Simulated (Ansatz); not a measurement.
Starting cell, Zr (hcp, Mg type):

```xyz
4
Lattice="6.4918 0.0000 0.0000 -1.6230 2.8110 0.0000 0.0000 0.0000 5.1512" Properties=species:S:1:pos:R:3 pbc="T T T"
Zr     0.0000     1.8740     3.8634
Zr     3.2459     1.8740     3.8634
Zr     1.6230     0.9370     1.2878
Zr     4.8689     0.9370     1.2878
```

A phonon eigenvector at M = (0.5, 0.0, 0.0) is frozen into this cell: atom i moves by Q times the vector below, so Q is the largest atomic displacement, in Å. The cell is held. (q is in reciprocal vectors of the primitive cell; the cell shown is doubled to hold the pattern.)

```json
[
 {"atom": "Zr1", "x": "0.000", "y": "0.000", "z": "-1.000"},
 {"atom": "Zr2", "x": "0.000", "y": "0.000", "z": "1.000"},
 {"atom": "Zr3", "x": "0.000", "y": "0.000", "z": "-1.000"},
 {"atom": "Zr4", "x": "0.000", "y": "0.000", "z": "1.000"}
]
```

Computed with r2SCAN (plane waves to 500 eV, PAW, scalar-relativistic; Ansatz, a program for electronic structure). k mesh 8×16×9 (Γ-centred), Fermi-Dirac smearing 0.05 eV. With partly filled bands, energies and forces of such displacements shift with the k mesh and the smearing. The PAW data are Ansatz's earlier set. Zr is run without spin polarisation. Zr was relaxed with its symmetry unable to fall. 

```tsv
Q (Å)	−dE/dQ from forces (eV/Å)
-0.180	1.931
-0.150	1.538
-0.120	1.198
-0.090	0.878
-0.060	0.570
-0.030	0.279
0.000	0.000
0.030	-0.279
0.060	-0.570
0.090	-0.878
0.120	-1.198
0.150	-1.538
0.180	-1.931
```

**Question.** What harmonic wavenumber does the curvature at Q = 0 give?

**Answer.** 83 cm⁻¹. E″ = 9.22 eV/Å², M = Σ mᵢ|uᵢ|² = 364.9 u, ν̃ = 521.5·√(|E″|/M).

(A displaced cell: forces are minus the slopes of the energy, force constants its curvatures, and phonons follow from these.)
